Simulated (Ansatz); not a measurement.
# GaCuSe2: field gradients at two levels of theory

Cell: a refined structure from the COD, its atoms then relaxed with PBE in this cell.

Space group I-42d (No. 122); a = 5.6191, c = 11.0260 Å.

| site | Wyckoff | site symmetry | x | y | z |
| --- | --- | --- | --- | --- | --- |
| Ga | 4b | -4.. | 0.0000 | 0.0000 | 0.5000 |
| Cu | 4a | -4.. | 0.0000 | 0.0000 | 0.0000 |
| Se | 8d | .2. | 0.2434 | 0.2500 | 0.1250 |

One atom of each set is listed; the run and its k-mesh use a cell of 8 atoms with edges of 6.80, 6.80, 6.80 Å.

First run. The numbers come from a DFT calculation in Ansatz (PBE, plane waves and PAW, scalar-relativistic, 420 eV cutoff, Γ-centred 7×7×7 k-points, Fermi–Dirac smearing 0.02 eV).

| site | V_zz (10²¹ V/m²) | η |
| --- | --- | --- |
| Ga | 0.021 | 0.00 |
| Cu | 0.72 | 0.00 |
| Se | -16.61 | 0.72 |

Second run. The same atoms and settings, except that the functional is r2SCAN and the cutoff is 500 eV.

(1) What does the second run give?

Results:

(1) 

```csv
site,V_zz,η,change of V_zz
Ga,<0.005,–,-0.02
Cu,0.81,0.00,+0.09
Se,-17.46,0.72,-0.85
```

The largest change of V_zz is on Se, from -16.61 to -17.46. In per cent, |V_zz| changes by +11 on Cu, +5 on Se (all sites that start above 0.5).

For the first run: With a gap of 0.14 eV under a smearing of 0.02 eV the band edges are partly filled, so small gradients can hang on the smearing and the k-mesh.
For the second run: With a gap of 0.5 eV on this mesh, small gradients can still move by 0.1 × 10²¹ V/m² or more as the k-mesh gets denser.
